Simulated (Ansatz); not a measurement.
BaTiO$_{3}$ (tetragonal-perovskite type, space group P4mm)

```xyz
5
Lattice="3.9722 0.0000 0.0000 0.0000 3.9722 0.0000 0.0000 0.0000 4.1130" Properties=species:S:1:pos:R:3 pbc="T T T"
Ti     1.9861     1.9861     1.8605
Ba     0.0000     0.0000     3.8425
O      1.9861     1.9861     3.6818
O      1.9861     0.0000     1.6951
O      0.0000     1.9861     1.6951
```

Grid over V/V₀ and (c/a)/(c/a)₀, subscript 0 meaning the relaxed cell; the conventional c axis lies along z; no internal relaxation.

Method: r2SCAN (plane waves to 500 eV, PAW, scalar-relativistic; Ansatz, a program for electronic structure). k mesh 8×8×8 (Γ-centred), Fermi-Dirac smearing 0.05 eV. Stress and pressure are positive under compression. As the atoms are clamped, bonds stretch with the cell, which overstates energies and stresses. BaTiO3 is run without spin polarisation. BaTiO3 was relaxed with its symmetry unable to fall.

Changes of σxx (GPa) from the point V/V₀ = 1.000, (c/a)/(c/a)₀ = 1.000 when one coordinate moves alone (two changes are said to add if the coupling is within 5 % of the smaller one, nearly so within 20 %):

| point | change |
|---|---|
| V/V₀ = 1.000, (c/a)/(c/a)₀ = 0.960 | -2.51 |
| V/V₀ = 1.000, (c/a)/(c/a)₀ = 0.973 | -1.71 |
| V/V₀ = 1.000, (c/a)/(c/a)₀ = 0.987 | -0.88 |
| V/V₀ = 0.960, (c/a)/(c/a)₀ = 1.000 | 7.85 |
| V/V₀ = 0.973, (c/a)/(c/a)₀ = 1.000 | 5.04 |
| V/V₀ = 0.987, (c/a)/(c/a)₀ = 1.000 | 2.43 |
| V/V₀ = 1.013, (c/a)/(c/a)₀ = 1.000 | -2.26 |
| V/V₀ = 1.027, (c/a)/(c/a)₀ = 1.000 | -4.36 |
| V/V₀ = 1.040, (c/a)/(c/a)₀ = 1.000 | -6.31 |
| V/V₀ = 1.000, (c/a)/(c/a)₀ = 1.013 | 0.92 |
| V/V₀ = 1.000, (c/a)/(c/a)₀ = 1.027 | 1.89 |
| V/V₀ = 1.000, (c/a)/(c/a)₀ = 1.040 | 2.90 |

What is the change at V/V₀ = 0.987, (c/a)/(c/a)₀ = 1.040, where both move, and how far is it from the sum?

The sum of the single changes is 2.43 + (2.90) = 5.33; the calculation gives 5.51, so the coupling contributes 0.18 (under 20 % of the smaller single change, nearly additive).

What is the change at V/V₀ = 1.013, (c/a)/(c/a)₀ = 1.027, where both move, and how far is it from the sum?

The sum of the single changes is -2.26 + (1.89) = -0.37; the calculation gives -0.48, so the coupling contributes -0.11 (under 20 % of the smaller single change, nearly additive).

What is the change at V/V₀ = 0.960, (c/a)/(c/a)₀ = 0.960, where both move, and how far is it from the sum?

The sum of the single changes is 7.85 + (-2.51) = 5.34; the calculation gives 4.83, so the coupling contributes -0.51 (over 20 % of the smaller single change, not additive).

(Under strain, the slope of the energy per volume gives the stress and its curvature an elastic modulus.)
